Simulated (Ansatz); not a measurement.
Relaxed-ion elastic tensor of Ir (diamond, space group No. 227) in GPa (Voigt order), plane-wave PAW PBEsol (Ansatz code); density 15.30 g/cm³, 20.87 Å³ per atom.

```
 206   206   206   0.0   0.0   0.0
 206   206   206   0.0   0.0   0.0
 206   206   206   0.0   0.0   0.0
 0.0   0.0   0.0  52.6   0.0   0.0
 0.0   0.0   0.0   0.0  52.6   0.0
 0.0   0.0   0.0   0.0   0.0  52.6
```

Task: Is the crystal mechanically stable?

Result: On the edge, within the error: the smallest eigenvalue of C is 0.1 GPa.

Task: Work out the Voigt and Reuss bounds. Is their mean of use?

Result: K_V = 206, K_R = 206; G_V = 31.6, G_R = 0.1 GPa. The bounds lie so far apart that a Hill average or a Debye temperature from it would say little.

Space group Fd-3m (diamond). The start of the workflow was typed in or built on a structure type; neither database checked (COD, Materials Project) lists it. It is not the phase usual at ambient conditions (space group No. 225). The cell was relaxed with PBEsol under the symmetry of its start; of distortions, only those at the zone centre were tested. The run is not spin-polarised. As this level gives no gap, shear constants depend on the k-mesh and smearing (Fermi–Dirac, 0.1 eV here). Scalar-relativistic: spin–orbit coupling is off unless named, which matters more the heavier the elements.

Potentials: the later of the program's two PAW sets.
